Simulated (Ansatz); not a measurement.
Values for one crystal, relaxed and computed with PBE (plane waves, PAW; program Ansatz); other levels are named.

| Item | Result |
|---|---|
| Volume per atom | 30.33 Å³ |
| Band gap | 0.69 eV (indirect) |
| Valence-band maximum | off the standard path, at k = (0.000, 0.138, -0.146) |
| Smallest direct gap on the standard path | 1.08 eV |
| Conduction-band minimum | at L (3 equivalent valleys) |
| Formation energy from the elements (no fitted shifts) | -0.34 eV/atom |

Which of these materials gives this?
A) MgSe, rock salt
B) CdF2, fluorite
C) CaSe, rock salt
D) SnSe2, CdI2 type

D, SnSe2, CdI2 type

Space group P-3m1 (CdI2 type). The cell was relaxed with PBE under the symmetry of its start. The volume lies over 15 % above that of the usual cell of this phase: another minimum, or an error of the functional. A crystal of weakly bound layers computed without a dispersion correction: the cell and the soft elastic constants depend strongly on that. The references are the lowest solids computed at this level, not always the standard phases. Scalar-relativistic: spin–orbit coupling is off unless named, which matters more the heavier the elements.

Potentials: the later of the program's two PAW sets.
